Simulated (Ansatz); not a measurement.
Relaxed CdBr$_{2}$ (space group P6_3mc):

```yaml
crystal:
  lattice:
    - [3.98029, 0.00000, 0.00000]
    - [-1.99015, 3.44703, 0.00000]
    - [0.00000, 0.00000, 12.56749]
  atoms:
    - { symbol: Cd, position: [0.66667, 0.33333, 0.87499] }
    - { symbol: Cd, position: [0.33333, 0.66667, 0.37499] }
    - { symbol: Br, position: [0.00000, 0.00000, 0.75034] }
    - { symbol: Br, position: [0.00000, 0.00000, 0.25034] }
    - { symbol: Br, position: [0.33333, 0.66667, 0.99967] }
    - { symbol: Br, position: [0.66667, 0.33333, 0.49967] }
```

Scan: atom 1 (Cd, nearest neighbour Br at 2.781 Å; its periodic images, 4.0 Å or more away, move with it) is displaced along Cartesian z, direction (0.000, 0.000, 1.000) in Cartesian axes, by s. The other atoms stay.

Level of theory: r2SCAN+rVV10 (plane waves to 500 eV, PAW, scalar-relativistic; Ansatz, an electronic-structure program). k mesh 8×8×2 (Γ-centred), Fermi-Dirac smearing 0.05 eV. The energy includes the smearing's −TS. CdBr2 was relaxed with its symmetry unable to fall. The zero of ΔE is the undisplaced structure.

```csv
s (Å),ΔE (meV/cell)
-0.280,282.8
-0.224,withheld
-0.168,102.8
-0.112,45.9
-0.056,11.5
0.000,0.0
0.056,11.5
0.112,45.9
0.168,102.9
0.224,withheld
0.280,282.9
```

Question: Fit an even polynomial form (powers 2, 4) to the given rows and predict ΔE at s = -0.224.

Answer: Least squares on the 9 given rows: ΔE = (3666)·s² + (-738.9)·s⁴, in meV/cell with s in Å; root-mean-square residual 0.04 meV/cell. At -0.224 the fit gives 182.1 meV/cell; the calculation gives 182.0 meV/cell, so the interpolation is off by 0.1 (+0.1 %). The quadratic term alone would give 183.9 meV/cell.

(A displaced cell: forces are minus the slopes of the energy, force constants its curvatures, and phonons follow from these.)
